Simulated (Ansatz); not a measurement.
In the program Ansatz at the LDA level (PAW), TaSi$_{2}$ in the hexagonal phase (P6_222; Si on 6j, Ta on 3d) relaxes to a = 4.732 Å, c = 6.518 Å. Against the elements it lies at -0.57 eV/atom, with no fitted shifts.

Electronic character: metallic (no gap).

The bulk modulus is 202 GPa. The relaxed-ion elastic constants in GPa are C11 = 395, C12 = 83.1, C13 = 97.8, C33 = 492, C44 = 145. The elastic constants imply a Debye temperature near 555 K. The highest mode at Γ lies at 413 cm^-1.

Symmetry was held in the LDA relaxation. No spin polarisation was allowed. As this level gives no gap, shear constants depend on the k-mesh and smearing (Fermi–Dirac, 0.1 eV here). As this level gives no gap, phonon frequencies hold no LO–TO term and depend on the k-mesh and smearing (Fermi–Dirac, 0.1 eV here). The references are the lowest solids computed at this level, not always the standard phases. Spin–orbit coupling is left out wherever it is not named.

Potentials: the later of the program's two PAW sets.
